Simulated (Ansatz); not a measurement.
# Data sheet: TiBe₂ (DFT)

TiBe₂:
```yaml
crystal:
  lattice:
    - [0.00000, 3.21629, 3.21629]
    - [3.21629, 0.00000, 3.21629]
    - [3.21629, 3.21629, 0.00000]
  atoms:
    - { symbol: Ti, position: [0.75000, 0.75000, 0.75000] }
    - { symbol: Ti, position: [0.50000, 0.50000, 0.50000] }
    - { symbol: Be, position: [0.12500, 0.62500, 0.12500] }
    - { symbol: Be, position: [0.12500, 0.12500, 0.12500] }
    - { symbol: Be, position: [0.62500, 0.12500, 0.12500] }
    - { symbol: Be, position: [0.12500, 0.12500, 0.62500] }
```
The run is spin-polarised; directions of the spins, atom by atom: ↑ ↑ 0 0 0 0.

Space group Fd-3m (No. 227), cubic Laves (MgCu2 type); conventional cell a = 6.4326 Å, b = 6.4326 Å, c = 6.4326 Å, α = 90.00°, β = 90.00°, γ = 90.00°.

Method: DFT-r²SCAN in the program Ansatz with PAW potentials. Structure relaxed to zero pressure with the same functional. Other levels are named where they apply.

**Cell and energy**

```yaml
volume_per_atom: 11.09 Å³
density: 3.29 g/cm³
Formation energy from the elements (no fitted shifts): -0.25 eV/atom
```

**Electronic structure**

```yaml
electronic_character: metallic (no gap)
Density of states at the Fermi level: 0.35 states/eV per atom (mean over ±0.08 eV)
```

**Magnetism**

```yaml
magnetic_order: ferromagnetic
net_moment: 0.42 μB per atom
```

**Mechanics**

```yaml
Bulk modulus (Birch–Murnaghan fit): 127 GPa
Pressure derivative B′: 3.5
Elastic constants (relaxed ions, GPa): C11 = 267, C12 = 57.3, C44 = 127
mechanical_stability: stable (all eigenvalues of C positive)
hill_bulk_and_shear_moduli: 127 and 117 GPa
Young's modulus: 269 GPa
Poisson's ratio: 0.15
debye_temperature_from_the_elastic_constants: 876 K
```

**Charges**

```yaml
bader_charges: Ti +0.99, Be -0.50 e
```

The workflow started from a Materials Project entry (that database holds measured and hypothetical structures alike); the Crystallography Open Database copy checked does not list it. Whether it is the stable phase at ambient conditions was not checked. Symmetry was held in the r²SCAN relaxation; its stability against distortions is not shown here. The final state is ferromagnetic, chosen from 4 collinear starts compared on coarse meshes (ties went to the first, and starts can fall back to one state), not a proven ground state. Other orbital occupations within this spin state were not tried. As this level gives no gap, shear constants depend on the k-mesh and smearing (Fermi–Dirac, 0.1 eV here). The references are the lowest solids computed at this level, not always the standard phases.

Potentials: the later of the program's two PAW sets.
